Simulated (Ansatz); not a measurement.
A: LaTl (CsCl type), a = b = c = 3.994 Å, α = β = γ = 90.00°
B: Ir (fcc, Cu type), a = 3.8708 Å, b = 3.8708 Å, c = 3.8708 Å, α = 90.00°, β = 90.00°, γ = 90.00°
C: AlNi$_{3}$ (Cu3Au type), a = b = c = 3.5668 Å, α = β = γ = 90.00°

Scan: energy against volume (even scaling of the relaxed cell, symmetry kept). One method and one kind of scan serve all of them; meshes and ranges differ. All were relaxed with their symmetry unable to fall. Ir is run without spin polarisation. LaTl is run without spin polarisation. Relaxed AlNi3 ends ferromagnetic. Spin-orbit coupling is left out. The magnetic order is the one the run started from; other orders were not tried. (This holds for the magnetic or f-shell members.)

Q: Rank these by bulk modulus (fitted) (highest first), as PBE (plane waves to 420 eV, PAW, scalar-relativistic; Ansatz, a first-principles code) gives it.

A: B (346 GPa), C (182 GPa), A (46.7 GPa)

(Under strain, the slope of the energy per volume gives the stress and its curvature an elastic modulus.)
